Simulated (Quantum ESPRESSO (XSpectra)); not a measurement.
# P K-edge X-ray absorption spectrum (XANES) of Ba3P4 (Fdd2)

```
Ba3P4
1.0
    0.00000     9.20078     3.11860
    7.49763     0.00000     3.11860
    7.49763     9.20078     0.00000
Ba P
6 8
Direct
  0.07882   0.40654   0.58338
  0.40654   0.07882   0.93126
  0.31874   0.66662   0.84346
  0.66662   0.31874   0.17118
  0.99897   0.99897   0.50103
  0.74897   0.74897   0.25103
  0.43221   0.58079   0.07383
  0.58079   0.43221   0.91317
  0.33683   0.17617   0.66921
  0.17617   0.33683   0.81779
  0.80437   0.65095   0.54423
  0.65095   0.80437   0.00045
  0.24955   0.70577   0.59905
  0.70577   0.24955   0.44563
```

Geometry: Materials Project entry mp-14289 (a computed structure). The cell is the entry's, not relaxed again.

Absorber: atom 11, P on Wyckoff site b (site symmetry 1), with 1 P at 2.23 Å.

All values are from Quantum ESPRESSO (XSpectra) (LDA, full core hole, dipole K-edge X-ray absorption, plane waves, Troullier-Martins potentials made with ld1.x and PseudoDojo potentials for the other elements (Perdew-Zunger form enforced), scalar-relativistic, no spin, constant broadening).

28-atom cell (absorber images 8.1 Å apart), 45 Ry, k meshes 2×2×1 (SCF) and 3×3×2 (spectrum), Lorentzian half width 0.7 eV. The ground-state test found a gap, so occupations are fixed and the excited electron is left out (charged cell on a uniform background); energies count from the highest occupied level. Field directions run: x; y; z, weighted by the site's symmetry in the crystal. Intensities are scaled to a mean of 1 over 0–35 eV.

(E (eV), intensity (scaled)): (-5.0, 0.05); (-4.5, 0.05); (-4.0, 0.06); (-3.5, 0.07); (-3.0, 0.08); (-2.5, 0.09); (-2.0, 0.11); (-1.5, 0.14); (-1.0, 0.19); (-0.5, 0.27); (0.0, 0.43); (0.5, 0.71); (1.0, 0.94); (1.5, 1.05); (2.0, 1.12); (2.5, 1.22); (3.0, 1.31); (3.5, 1.37); (4.0, 1.44); (4.5, 1.55); (5.0, 1.60); (5.5, 1.56); (6.0, 1.48); (6.5, 1.42); (7.0, 1.38); (7.5, 1.37); (8.0, 1.41); (8.5, 1.35); (9.0, 1.17); (9.5, 1.05); (10.0, 0.94); (10.5, 0.87); (11.0, 0.83); (11.5, 0.80); (12.0, 0.79); (12.5, 0.78); (13.0, 0.79); (13.5, 0.80); (14.0, 0.82); (14.5, 0.85); (15.0, 0.88); (15.5, 0.89); (16.0, 0.92); (16.5, 0.95); (17.0, 0.98); (17.5, 0.99); (18.0, 1.01); (18.5, 1.01); (19.0, 1.02); (19.5, 1.02); (20.0, 1.04); (20.5, 1.07); (21.0, 1.11); (21.5, 1.13); (22.0, 1.15); (22.5, 1.15); (23.0, 1.13); (23.5, 1.09); (24.0, 1.05); (24.5, 1.03); (25.0, 1.01); (25.5, 0.99); (26.0, 0.95); (26.5, 0.92); (27.0, 0.90); (27.5, 0.88); (28.0, 0.84); (28.5, 0.81); (29.0, 0.79); (29.5, 0.77); (30.0, 0.75); (30.5, 0.74); (31.0, 0.74); (31.5, 0.73); (32.0, 0.71); (32.5, 0.70); (33.0, 0.68); (33.5, 0.67); (34.0, 0.67); (34.5, 0.68)

The absolute edge energy is not computed.
